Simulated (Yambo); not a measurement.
A G0W0@PBEsol run in Yambo for a free-standing WS$_{2}$ monolayer (symmetry P-6m2, slab cell 16.1 Å high) under biaxial strain of -3 % in the plane (6×6×1 Γ-centred k mesh, bands 2 to 131 and a 8 Ry block in the screening, 131 bands in G with the Bruneval-Gonze terminator, plasmon pole fitted at 27.2 eV, slab-truncated Coulomb interaction, stochastic integration of W near q = 0) gives these matrix elements, in eV, at the band edges (K → (0.167, 0.167)):

```tsv
state	E0	<Vxc>	<Σx>	<Σc(E0)>	Z
valence edge	0.000	-15.176	-15.778	0.362	0.760
conduction edge	1.826	-14.185	-10.150	-3.269	0.764
```

Task: Solve the linearised quasiparticle equation for both states, give the gap, and say how exchange and correlation each act on it.

Result: E = E0 + Z(Σx + Σc − Vxc). Valence: 0.000 + 0.760 × (-15.778 + (0.362) − (-15.176)) = -0.18 eV. Conduction: 1.826 + 0.764 × (-10.150 + (-3.269) − (-14.185)) = 2.41 eV. The gap is 2.59 eV, against 1.83 eV in PBEsol. Replacing Vxc by bare exchange alone would open it by 4.64 eV; correlation takes back 3.63 eV of that, and Z scales what is left. Convergence of the G0W0 settings was not tested. Without spin-orbit coupling, band edges of such heavy elements can be off by tenths of an eV.

Geometry strained from the cell relaxed with PBEsol, atoms relaxed again; primitive cell a = b = 3.0512 Å, c = 16.1000 Å, α = β = 90.00°, γ = 120.00°.
